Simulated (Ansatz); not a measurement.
Data:

CsSnBr$_{3}$:
```
CELL_PARAMETERS angstrom
      5.88692     0.00000     0.00000
      0.00000     5.88692     0.00000
      0.00000     0.00000     5.88692
ATOMIC_POSITIONS crystal
  Cs 0.00000 0.00000 0.00000
  Sn 0.50000 0.50000 0.50000
  Br 0.50000 0.00000 0.50000
  Br 0.00000 0.50000 0.50000
  Br 0.50000 0.50000 0.00000
```

This is the PBE-relaxed structure.

All from plane-wave PAW PBE (Ansatz code), unless another level is named. Give the highest zone-centre frequency (without LO–TO term).

57 cm⁻¹.

And the Hill bulk and shear moduli?

19.2 and 8.7 GPa.

Space group Pm-3m (cubic perovskite). Symmetry was held in the PBE relaxation; of distortions, only those at the zone centre were tested. Spin–orbit coupling is left out wherever it is not named.

Potentials: the later of the program's two PAW sets.
